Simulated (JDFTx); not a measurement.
Reference run:

Cu(111) slab cut from bulk Cu (space group Fm-3m, indices of the conventional cell, lattice of the Materials Project entry mp-30, not re-optimised): 4 atoms in 4 planes, a 1x1 cell of 5.54 Å² (|a| = 2.530, |b| = 2.530 Å), 6.2 Å between the outermost planes, cell height 22.2 Å, 10×10×1 k mesh, Fermi smearing 0.01 Ha, no spin polarisation.

Reference level: PBE, GBRV ultrasoft potentials, plane waves to 20/100 Ha, in JDFTx (a modified build). Unrelaxed; liquid: linear PCM (GLSSA13), water, 1 M NaCl. Potentials refer to SHE, placed 4.44 V below the bulk liquid's zero by convention.

Settings tried: 3×3×1; 4×4×1; 6×6×1; 10×10×1; 12×12×1; 18×18×1.

**Question.** Which is the cheapest setting from which the work function and U_pzc both stay within 0.03 (eV, V) of the last one?

**Answer.** 10×10×1, at roughly 0.4 of the last row's time. Over the whole series the work function spans 0.50 eV and U_pzc 0.50 V.

```tsv
k mesh	work function (eV)	U_pzc (V)	mean C below U_pzc (μF/cm²)	k states × plane waves	cycles, vacuum run	rough core time, vacuum run
3×3×1	5.25	0.54	16 over 0.5 V	3 × 3544	23	70 s
4×4×1	4.75	0.04	14 over 0.5 V	4 × 3541	23	80 s
6×6×1	4.94	0.23	14 over 0.5 V	7 × 3544	22	2 min
10×10×1	4.84	0.14	15 over 0.5 V	14 × 3544	22	3 min
12×12×1	4.85	0.15	14 over 0.5 V	19 × 3548	24	4 min
18×18×1	4.86	0.16	14 over 0.5 V	37 × 3546	23	7 min
```

The times are rough (shared hosts); only ratios past two mean anything.
